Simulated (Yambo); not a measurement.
K₂LiScF₆: sweep of GW parameters

G0W0@PBEsol for K2LiScF6 (space group Fm-3m, No. 225) in Yambo. Reference settings: 2×2×2 Γ-centred k mesh, bands 3 to 216 and a 7 Ry block in the screening, 216 bands in G with the Bruneval-Gonze terminator, plasmon pole fitted at 27.2 eV. The PBEsol gap Γ → Γ on this mesh is 6.81 eV; G0W0 gaps are taken between the same points.

| change from the reference | G0W0 gap Γ → Γ (eV) | shift of the valence edge (eV) | rough Yambo cost |
|---|---|---|---|
| reference settings | 12.11 | -2.30 | 1 |
| 89 bands in W, 89 bands in G | 12.33 | -2.21 | about 1/2 |
| 142 bands in W, 142 bands in G | 12.20 | -2.26 | within a factor of two |
| 89 bands in G | 12.11 | -2.29 | – |
| 142 bands in G | 12.11 | -2.30 | – |
| 107 bands in W | 12.27 | -2.23 | within a factor of two |
| 2 Ry block | 13.16 | -3.00 | within a factor of two |
| 3 Ry block | 12.85 | -2.78 | within a factor of two |
| 6 Ry block | 12.15 | -2.31 | within a factor of two |
| pole fitted at 10 eV | 11.98 | -2.20 | – |
| no random integration | 11.93 | -1.97 | – |
| 89 bands in G, no terminator | 12.39 | -1.74 | – |
| 142 bands in G, no terminator | 12.34 | -1.95 | – |
| no terminator | 12.26 | -2.09 | – |

The reference isn't shown to be the converged limit. Costs are rough (shared machines), scaled to the same edge states, and given only for runs that recompute the screening.

Geometry of the Materials Project entry, not relaxed at this level; primitive cell a = b = c = 5.862 Å, α = β = γ = 60.00°.

The structure is a Materials Project entry; no match was found in the copy of COD used, and its stability was not checked.

A shift is the quasiparticle energy of the state minus its PBEsol energy.
